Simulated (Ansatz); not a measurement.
Problem. Each is relaxed and computed with DFT-PBE in the program Ansatz with PAW potentials. Which is the only one with a gap?
A) CoC6, Amm2 (Pearson symbol oS14)
B) OsC, CsCl type
C) SiC, 4H polytype
D) SiC2, P4_2/mmc (Si on 2e, C on 4i)

Solution. C, SiC, 4H polytype. SiC: gap 2.22 eV (indirect); SiC2: metal; CoC6: metal; OsC: metal. Spin orders computed, not proven ground states: CoC6, Amm2 (Pearson symbol oS14) ferromagnetic. Constructed cells (a structure type filled with these elements, in neither database checked): OsC, CsCl type. Typed or built starts, not in the databases checked: SiC2, P4_2/mmc (Si on 2e, C on 4i); CoC6, Amm2 (Pearson symbol oS14). All cells were relaxed under the symmetry of their starts (and spin orders); stability against distortions was not tested throughout. Rows with no word on spin ran without spin polarisation. Scalar-relativistic: spin–orbit coupling is off unless named, which matters more the heavier the elements.

Potentials: the earlier of the program's two PAW sets.
